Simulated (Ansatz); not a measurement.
Sb2Au (fluorite or antifluorite type, Fm-3m) under volume change, the program Ansatz at the r²SCAN level (PAW), scaled uniformly.

| V (Å³/atom) | E − E(relaxed) (meV/atom) | P (GPa) |
|---|---|---|
| 24.236 | ___ | ___ |
| 25.035 | 26.5 | 5.64 |
| 25.834 | 6.2 | 2.57 |
| 26.633 | 0.0 | 0.00 |
| 27.432 | 5.5 | -2.15 |
| 28.231 | 20.8 | -3.93 |
| 29.030 | ___ | ___ |

Task: Complete the blanks.

Result: 
- 24.236, E − E(relaxed) (meV/atom): 63.5
- 24.236, P (GPa): 9.31
- 29.030, E − E(relaxed) (meV/atom): 44.2
- 29.030, P (GPa): -5.40

Task: What does a third-order Birch–Murnaghan fit give for V₀, B₀ and B′?

Result: V₀ = 26.63 Å³/atom, B₀ = 78.0 GPa, B′ = 5.0.

The workflow started from an entry of the Crystallography Open Database (COD), which files this formula under 2 space groups. Whether it is the stable phase at ambient conditions was not checked. The cell was relaxed with r²SCAN under the symmetry of its start. At this level the phase is mechanically unstable. Its formation energy is positive at this level, so the cell may be metastable or incomplete. Scalar-relativistic: spin–orbit coupling is off unless named, which matters more the heavier the elements.

Potentials: the later of the program's two PAW sets.
